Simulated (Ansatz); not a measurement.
Values for one crystal, relaxed and computed with plane-wave PAW r²SCAN (Ansatz code); other levels are named.

```yaml
volume_per_atom: 14.11 Å³
electronic_character: metallic (no gap)
Elastic constants (relaxed ions, GPa): C11 = 51.5, C12 = 359, C44 = 157
Pressure derivative B′: 5.1
Density of states at the Fermi level: 2.5 states/eV per atom (mean over ±0.08 eV)
Bulk modulus (Birch–Murnaghan fit): 256 GPa
mechanical_stability: unstable (C has a negative eigenvalue)
```

Question: Which of these materials gives this?
A) Rh, bcc (W type)
B) Cu, bcc (W type)
C) Sn, hcp (Mg type)
D) Gd, 9R (Sm type)

Answer: A, Rh, bcc (W type)

Space group Im-3m (bcc (W type)). The start of the workflow was typed in or built on a structure type; the Crystallography Open Database copy checked does not list it. It is not the phase usual at ambient conditions (space group No. 225). The r²SCAN relaxation kept the symmetry of its start. No spin polarisation was allowed. As this level gives no gap, shear constants depend on the k-mesh and smearing (Fermi–Dirac, 0.1 eV here). On the denser mesh and wider smearing of the elastic run this cell carries a stress of 0.4 GPa. Scalar-relativistic: spin–orbit coupling is off unless named, which matters more the heavier the elements.

Potentials: the later of the program's two PAW sets.
